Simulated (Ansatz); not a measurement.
Hf$_{2}$Co$_{2}$SiH: reading a single point

```
Hf Co Si H
1.0
    -1.85913    2.84805    4.16085
     3.71826    0.00000    0.00000
     1.85913    2.84805   -4.16085
Hf Co Si H
2 2 1 1
Direct
  0.30941 0.80941 0.69059
  0.69059 0.19059 0.30941
  0.79490 0.50000 0.79490
  0.20510 0.50000 0.20510
  0.00000 0.00000 0.00000
  0.50000 0.50000 0.50000
```

Single point in Ansatz 0.2.0 with PBE, no spin polarisation. Cutoff 420 eV, PAW datasets, 8×8×8 Γ-centred k mesh, fermi-dirac filling (width 0.1 eV).

- Stress: The pressure is -8.7 GPa (compression positive), so with the atoms held at these fractions the cell would first shrink; the forces are large, so a full relaxation may end otherwise. The principal stresses -12.7, -11.6, -1.7 GPa differ, so its shape would change too.
- Contacts: Co–H at 1.68 Å: least valence density 0.53 e/Å³ and ELF 0.24 there. Hf–H at 2.44 Å: least valence density 0.20 e/Å³ and ELF 0.17 there. Hf–Co at 2.83 Å: least valence density 0.26 e/Å³ and ELF 0.29 there. Si–Co at 2.20 Å is left out, since its least density falls inside a PAW sphere. Both are smooth PAW fields, read partly inside the augmentation spheres.
- At the Fermi level: It is a metal, with about 7.1 states/eV a cell as the mean within 0.25 eV of the Fermi level, mostly Hf d (48 %) and Co d (37 %).
- Charges: Bader charges in e: Hf +1.37, Co -1.14, Si +0.07, H -0.52. In the mean Hf gives up most and Co takes most.

Origin: a known structure type with other elements, at an estimated volume, so it need not be a known compound. Caveats: no spin polarisation, so a magnetic state may lie lower; atoms or cell far from equilibrium.
